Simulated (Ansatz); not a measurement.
Input and output of a single-point calculation on SnTe (rocksalt) (Ansatz 0.2.0, r2SCAN). The cell was relaxed with r2SCAN and then strained, so it isn't that functional's minimum.

```yaml
crystal:
  lattice:
    - [0.0, 3.1893303446, 3.1893303446]
    - [3.1893303446, 0.0, 3.1893303446]
    - [3.1893303446, 3.1893303446, 0.0]
  atoms:
    - { symbol: Sn, position: [0.0, 0.0, 0.0] }
    - { symbol: Te, position: [0.5, 0.5, 0.5] }
kpoints:
  mp_grid: { grid: [8, 8, 8] }
  band_path:
    path:
      - [0.0, 0.0, 0.0]
      - [0.5, 0.0, 0.5]
      - [0.625, 0.25, 0.625]
      - [0.375, 0.375, 0.75]
      - [0.5, 0.5, 0.5]
      - [0.5, 0.25, 0.75]
    npoints: 1
hamiltonian:
  xc: r2scan
scf:
  occupations: { method: fermi_dirac, width: 0.02 }
  n_extra_bands: 4
output:
  forces: true
  stress: true
  eigenvalues: true
```

The output follows, shortened, with numbered blanks.
```
Functional definition: r2SCAN
Crystal: 2 atoms, lattice volume = 64.883 Å³
[1]
Bands: 19, of which v1, the nominal top of the filled ones, is band 15 counted from 1 (14 counted from 0)
Symmetry: 48 space group operations
Space group: Fm-3m (ITA 225)
k-points: 29 of 512
SCF 1 converged in 6 iterations: F = -13033.984419 eV  dr2 = 4.35e-8
NSCF: frozen V_eff on 6 k-points
SCF converged after 6 iterations
Free energy (F): -13033.984419 eV
Internal energy: -13033.984344 eV  (E = F + TS)
E sigma→0 (E₀):  -13033.984381 eV
Entropy (-TS):   -0.000075 eV (-0.037 meV/atom)
[2]
--- Stress (GPa, compression-positive) ---
[3]
--- Band table (eV; the first three rows and the last of 29) ---
[4]
```

The rows of the band table are 0: (0, 0, 0) = Γ, 1: (0, 0, 1/8), 2: (0, 0, 1/4), 28: (1/4, -1/2, -1/4) = W.

Question: What stood in the gaps? They hold the Fermi energy and the band table, the stress, cutoff and plane waves at Γ.

Answer:
```
[1]
Basis set: ecut = 500 eV, 1639 PW (Γ)
[2]
Fermi energy:    9.262500 eV
[3]
       -0.094735       0.000000       0.000000
        0.000000      -0.094735       0.000000
        0.000000       0.000000      -0.094735
  P = ⅓ Tr σ = -0.0947 GPa (-0.947 kbar)
[4]
  k-point 0: bands = […, -13.6146, -4.0255, 4.3100, 6.8127, 6.8127, 6.8127, 12.5506, 12.5506, 12.5506, 14.2507]
  k-point 1: bands = […, -13.6138, -3.8939, 3.5705, 6.8402, 6.8402, 7.3571, 11.8687, 11.8687, 11.9418, 14.1934]
  k-point 2: bands = […, -13.6117, -3.5246, 2.2640, 6.9330, 6.9330, 8.1272, 10.7533, 10.7533, 10.8926, 14.6195]
  k-point 28: bands = […, -13.6053, -2.3771, 1.5551, 4.2174, 4.2174, 8.1687, 10.0387, 14.0096, 14.0096, 15.3710]
```
The trailing digits, and the zero of the energies, depend on the potentials and thresholds.

With r2SCAN the gap is 0.15 eV and direct, at L. The gap is the least over the mesh and the extra points. At this geometry r2SCAN finds -0.09 GPa, compression counted positive: its own equilibrium volume is smaller.

Calculated for a static, non-magnetic cell.

No spin-orbit coupling is included; it can move band edges with weight on the heavy atoms by tenths of an eV.
